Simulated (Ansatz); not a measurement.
HfO2 in space group Pca2_1 (No. 29; Hf on 4a, O on 4a, O on 4a), PBE (plane waves, PAW; program Ansatz), all energies at zero smearing, with the estimated change up to a 700 eV cutoff added, with one set of potentials and settings (totals compare only within such a set). Cell of 12 atoms (4 Hf, 8 O): -67449.826 eV.

| element | reference phase | E (eV/atom) |
|---|---|---|
| Hf | P6_3/mmc, 2 atoms in the cell | -15722.2087 |
| O | C2/m, 4 atoms in the cell, spin-polarised | -565.0042 |

Formation energy per atom, worked out: (-67449.826 − 4×(-15722.2087) − 8×(-565.0042))/12 = -3.413 eV/atom (-329 kJ per mol of atoms), at 0 K, without zero-point energy or fitted corrections.

The cell was relaxed with PBE under the symmetry of its start. No spin polarisation was allowed. The references are the lowest solids computed at this level, not always the standard phases (solids in place of the gases). Spin–orbit coupling is left out wherever it is not named.

Potentials: the earlier of the program's two PAW sets.
